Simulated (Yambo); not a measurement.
Yambo run on GeO₂ (rutile, space group P4_2/mnm, No. 136). The wavefunctions come from this Quantum ESPRESSO step (PBE, PseudoDojo stringent norm-conserving files, scalar-relativistic):

```
&CONTROL
  calculation = 'nscf'
  pseudo_dir = './pseudo'
  outdir = './out'
/
&SYSTEM
  ibrav = 0
  nat = 6
  ntyp = 2
  ecutwfc = 124.0
  ecutrho = 496.0
  occupations = 'fixed'
  force_symmorphic = .true.
  nbnd = 213
/
&ELECTRONS
  conv_thr = 6.000000000000001e-09
  diago_full_acc = .true.
  diago_thr_init = 1e-08
/
ATOMIC_SPECIES
O 15.9990 O.upf
Ge 72.6300 Ge.upf
CELL_PARAMETERS angstrom
  4.423375315000   0.000000000000   0.000000000000
  0.000000000000   4.423375315000   0.000000000000
  0.000000000000   0.000000000000   2.883398624000
ATOMIC_POSITIONS crystal
O   0.806356707200   0.193669850900   0.500000000000
O   0.193669850900   0.806356707200   0.500000000000
O   0.306356707200   0.306356707200   0.000000000000
O   0.693669850900   0.693669850900   0.000000000000
Ge   0.500013279050   0.500013279050   0.500000000000
Ge   0.000013279050   0.000013279050   0.000000000000
K_POINTS automatic
4 4 4 0 0 0
```

Yambo input:

```
rim_cut
gw0
dyson
el_el_corr
HF_and_locXC
ppa
em1d
RandQpts= 1000000
RandGvec= 1 Ry
EXXRLvcs= 124 Ry
VXCRLvcs= 496 Ry
Chimod= "HARTREE"
% BndsRnXp
 9 | 212 |
%
NGsBlkXp= 12 Ry
% LongDrXp
 1.0 | 1.0 | 1.0 |
%
PPAPntXp= 27.2114 eV
% GbndRnge
 1 | 212 |
%
GTermKind= "BG"
DysSolver= "n"
ExtendOut
% QPkrange
 1 | 1 | 34 | 35 |
 9 | 9 | 34 | 35 |
 16 | 16 | 34 | 35 |
 18 | 18 | 34 | 35 |
%
```

k points by index: 1 = Γ, 9 = R, 16 = M, 18 = A.

Resulting energies as the program prints them:

```
#    K-point    Band    Eo [eV]    E [eV]    E-Eo [eV]    Vxc [eV]    Vnlxc [eV]    Sc|Eo [eV]    Sc|E [eV]    dSc/dw|Eo [eV]    Re(Z)    Im(Z)
#
    1    34    0.000000    -0.869475    -0.869475    -20.96891    -26.90755    4.841275    5.069165    -7.131269    0.792348    -0.001055
    1    35    1.675633    2.496382    0.820749    -18.33709    -14.03871    -3.315006    -3.477635    -5.391547    0.834629    -0.787250E-3
    9    34    -1.375560    -2.203156    -0.827596    -20.95027    -26.16097    4.172154    4.383099    -6.934869    0.796905    -0.001284
    9    35    6.254686    7.748573    1.493886    -19.64715    -13.56232    -4.252790    -4.590947    -6.159797    0.815414    0.996769E-3
    16    34    -1.470974    -2.552174    -1.081199    -19.71332    -26.08086    4.998482    5.286338    -7.243848    0.789759    -0.001181
    16    35    4.814009    6.050608    1.236599    -18.76974    -13.23142    -4.042517    -4.301720    -5.703463    0.826720    -0.857989E-3
    18    34    -1.146029    -2.169055    -1.023026    -20.04718    -26.35777    5.014804    5.287563    -7.254293    0.789520    -0.001102
    18    35    4.562688    5.752720    1.190031    -17.99695    -12.66099    -3.905174    -4.145929    -5.504889    0.831738    -0.696477E-3
```
(The two width columns are left out.) Convergence of these settings isn't established.

Spin-orbit coupling is not included.

Geometry relaxed with PBEsol.
